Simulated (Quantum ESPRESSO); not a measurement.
## W2MoTa4Mg (a guest atom moved from site to site)

Simulated, not a measurement. The program is pw.x of Quantum ESPRESSO 7.5 (plane-wave density functional theory). The cell is made up: eight metal atoms on a face-centred cubic lattice, with elements, volume, strain and displacements drawn at random and not relaxed, so it may be unstable or far from any real phase. PseudoDojo standard norm-conserving files set the functional (PBE unless stated); there is no spin polarisation or spin-orbit coupling, the Fermi-Dirac width of 0.25 eV means electrons at about 2900 K, and the masses in the input are unused placeholders. Heavy elements are run without spin-orbit coupling, which real alloys of them have. A spin test at this wide smearing found no moment, but such smearing suppresses magnetism that the real alloy may have.

The runs move one W atom among sites that otherwise hold Ta. Cell, positions, cutoff, mesh and smearing stay as in the input of run 1; sites are counted in its order. Stress in the tables is positive in tension.

Input of run 1:

```
&control calculation='scf', pseudo_dir='./dojo.nc.sr.pbe.v0_5.standard.upf', outdir='./o', disk_io='minimal', tprnfor=.true., tstress=.true. /
&system ibrav=0, nat=8, ntyp=4, nbnd=69, ecutwfc=84.00895049, nosym=.true., tot_charge=0,
 occupations='smearing', smearing='fd', degauss=0.0183746611
/
&electrons conv_thr=1.470e-08, electron_maxstep=70, mixing_beta=0.5 /
ATOMIC_SPECIES
Mg 1.0 Mg.upf
Mo 1.0 Mo.upf
Ta 1.0 Ta.upf
W 1.0 W.upf
CELL_PARAMETERS angstrom
2.0598 4.0461 2.0284
2.0059 -4.0207 2.0313
4.0424 0.0285 -4.0364
ATOMIC_POSITIONS angstrom
W 0.0 -0.0228 0.0519
Mo 1.9807 0.0582 -1.988
W 1.9866 -1.9764 -0.0216
Ta 4.0279 -1.9879 -1.9953
Ta 2.0453 2.033 -0.0001
Ta 4.0615 2.0374 -1.9594
Ta 2.0305 0.0492 2.0328
Mg 4.0402 0.0519 0.0699
K_POINTS automatic
5 5 4 1 1 1
```

| run | elements on sites 1 to 8 | free energy less that of run 1 (eV) | -TS (eV) | pressure (GPa) | stress xx (GPa) | stress yy (GPa) | stress zz (GPa) | stress yz (GPa) | stress xz (GPa) | stress xy (GPa) | iterations |
| --- | --- | --- | --- | --- | --- | --- | --- | --- | --- | --- | --- |
| 1 | W Mo W Ta Ta Ta Ta Mg | 0.000 | -1.663 | 15.14 | -14.86 | -15.04 | -15.52 | 0.52 | 2.53 | 0.53 | 16 |
| 2 | W Mo Ta W Ta Ta Ta Mg | 0.026 | -1.665 | 15.16 | -15.25 | -15.20 | -15.02 | 0.31 | 2.50 | 0.66 | 16 |
| 3 | W Mo Ta Ta W Ta Ta Mg | -0.006 | -1.663 | 15.15 | -15.23 | -15.04 | -15.19 | -0.39 | 2.50 | -0.17 | 16 |
| 4 | W Mo Ta Ta Ta W Ta Mg | 0.019 | -1.664 | 15.16 | -14.86 | -15.22 | -15.39 | -0.30 | 2.47 | -0.13 | 15 |

Forces Fx Fy Fz (eV/Å):

```
site             run 1             run 2             run 3             run 4
   1  -0.06 0.39 -0.48  -0.52 0.42 -0.07  -0.12 0.45 -0.49  -0.52 0.44 -0.12
   2   0.00 -0.07 0.08  0.35 -0.06 -0.28   0.06 -0.07 0.11  0.35 -0.10 -0.25
   3    0.19 0.00 0.40    0.44 0.01 0.35   0.29 -0.01 0.36    0.35 0.02 0.42
   4    0.22 0.11 0.58    0.33 0.06 0.35    0.27 0.10 0.50    0.26 0.12 0.48
   5  -0.54 0.20 -0.09  -0.55 0.20 -0.11  -0.56 0.16 -0.04  -0.45 0.19 -0.22
   6  -0.18 0.33 -0.39  -0.14 0.36 -0.35  -0.29 0.35 -0.29  -0.05 0.27 -0.39
   7   0.30 -0.59 0.27  -0.19 -0.59 0.75   0.30 -0.59 0.24  -0.25 -0.54 0.73
   8  0.07 -0.37 -0.38  0.30 -0.39 -0.63  0.04 -0.40 -0.38  0.30 -0.40 -0.65
```

The sites are displaced and not relaxed, so the energy differences hold strain from misfit and are not ordering energies. A rerun of one cell of this series at a higher cutoff and on a denser mesh moved values by no more than 0.013 eV in energy, 0.13 GPa in stress and 0.008 eV/Å in force, and a second program with other atomic files agreed on that cell to 2 % rms in force and 0.5 GPa in pressure.